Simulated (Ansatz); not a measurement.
HgS:
```
HgS
1.0
    0.00000     2.72621     2.72621
    2.72621     0.00000     2.72621
    2.72621     2.72621     0.00000
Hg S
1 1
Direct
  0.00000   0.00000   0.00000
  0.50000   0.50000   0.50000
```

Relaxed with PBEsol.

Task: Map the valence electron density (e/Å³), cut off at 2 on the plane through (0.000, 0.000, 0.000) spanned by u = [1, 0, 0] and v = [0, 1, -1] in lattice vectors, from PBEsol in the plane-wave PAW code Ansatz.

Result: x is the fraction of u, y of v (the angle between them is 90°; rows are the nearest grid lines); atoms in the plane: Hg at (0.00, 0.00), S at (0.50, 0.50).
```
y \ x   0.000  0.105  0.158  0.263  0.368  0.474  0.526  0.632  0.737  0.842  0.895   1.00
------  -----  -----  -----  -----  -----  -----  -----  -----  -----  -----  -----  -----
1.00     2.00   2.00   2.00  0.700  0.155  0.080  0.080  0.155  0.700   2.00   2.00   2.00
0.947    2.00   2.00   2.00  0.643  0.159  0.090  0.090  0.159  0.643   2.00   2.00   2.00
0.842    2.00   2.00   1.69  0.402  0.214  0.198  0.198  0.214  0.402   1.69   2.00   2.00
0.789    2.00   1.28  0.740  0.331  0.307  0.352  0.352  0.307  0.331  0.740   1.28   2.00
0.684   0.300  0.266  0.261  0.390  0.746  0.985  0.985  0.746  0.390  0.261  0.266  0.300
0.632   0.155  0.174  0.214  0.482   1.01   1.11   1.11   1.01  0.482  0.214  0.174  0.155
0.526   0.081  0.123  0.198  0.630   1.11  0.178  0.178   1.11  0.630  0.198  0.123  0.081
0.474   0.081  0.123  0.198  0.630   1.11  0.178  0.178   1.11  0.630  0.198  0.123  0.081
0.368   0.155  0.174  0.214  0.482   1.01   1.11   1.11   1.01  0.482  0.214  0.174  0.155
0.316   0.300  0.266  0.261  0.390  0.746  0.985  0.985  0.746  0.390  0.261  0.266  0.300
0.211    2.00   1.28  0.740  0.331  0.307  0.352  0.352  0.307  0.331  0.740   1.28   2.00
0.158    2.00   2.00   1.69  0.402  0.214  0.198  0.198  0.214  0.402   1.69   2.00   2.00
0.0526   2.00   2.00   2.00  0.643  0.159  0.090  0.090  0.159  0.643   2.00   2.00   2.00
0.000    2.00   2.00   2.00  0.700  0.155  0.080  0.080  0.155  0.700   2.00   2.00   2.00
```

The density is the valence pseudo-density with augmentation charge, so density and ELF within about 1 Å of a nucleus are not all-electron values.

Space group Fm-3m (rock salt). The first step of the workflow began from a Materials Project structure, measured or hypothetical; the Crystallography Open Database copy checked does not list it. COD files the formula under space group No. 152, 154, 166, 216, so this cell is another polymorph or a model. Whether it is the stable phase at ambient conditions was not checked. The PBEsol relaxation kept the symmetry of its start; whether a distortion lowers the energy is not shown. Spin–orbit coupling is left out wherever it is not named.

Potentials: the later of the program's two PAW sets.
